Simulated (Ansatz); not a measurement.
Rb:
```xyz
8
Lattice="11.5654 3.9856 0.0000 -11.5654 3.9856 0.0000 -2.7471 0.0000 7.4844" Properties=species:S:1:pos:R:3 pbc="T T T"
Rb    -0.0996     5.9775     4.2100
Rb    -2.6476     1.9937     3.2744
Rb    -4.0211     5.9775     7.0165
Rb     1.2740     1.9937     0.4678
Rb     2.4484     1.9906     5.1455
Rb    -5.1955     5.9807     2.3388
Rb    -6.5691     1.9906     6.0810
Rb     3.8220     5.9807     1.4033
```

Relaxed with PBEsol. Special points in fractions of this cell's reciprocal vectors: Γ (0.000, 0.000, 0.000); C (0.284, 0.284, 0.000); C2 (-0.284, 0.716, 0.000); Y2 (-0.500, 0.500, 0.000); M2 (-0.500, 0.500, 0.500); D (-0.250, 0.750, 0.500); D2 (0.250, 0.250, 0.500); A (0.000, 0.000, 0.500); L2 (0.000, 0.500, 0.500); V2 (0.000, 0.500, 0.000).

**Question.** List the band energies nearest the Fermi level at these points for PBEsol in the plane-wave PAW code Ansatz.

**Answer.** In eV from the Fermi level; about four levels below and three above (degenerate sets whole), none deeper than 8.9 eV; points with the same levels are listed once.

| k | below | above |
|---|---|---|
| Γ | -2.05 -0.56 -0.56 | 0.60 0.60 0.60 0.60 |
| C | -1.13 -1.13 -1.13 | 0.18 0.18 0.72 |
| Y2 | -1.65 -1.65 | 0.18 0.18 0.76 0.76 |
| M2 | -1.23 -1.23 -0.53 -0.53 | 0.66 0.66 0.95 0.95 |
| D | -0.01 -0.01 -0.01 -0.01 | 1.16 1.16 1.16 1.16 |
| L2 | -0.35 -0.35 -0.35 -0.35 | 0.24 0.24 0.85 0.85 |

Space group I4/mmm (body-centred tetragonal). The first step of the workflow began from a Materials Project structure, measured or hypothetical; the Crystallography Open Database copy checked does not list it. It is not the phase usual at ambient conditions (space group No. 229). Symmetry was held in the PBEsol relaxation; whether a distortion lowers the energy is not shown. Point labels and valley counts follow the cell and symmetry of the run, lower than the named group. Spin–orbit coupling is left out wherever it is not named.

Potentials: the later of the program's two PAW sets.
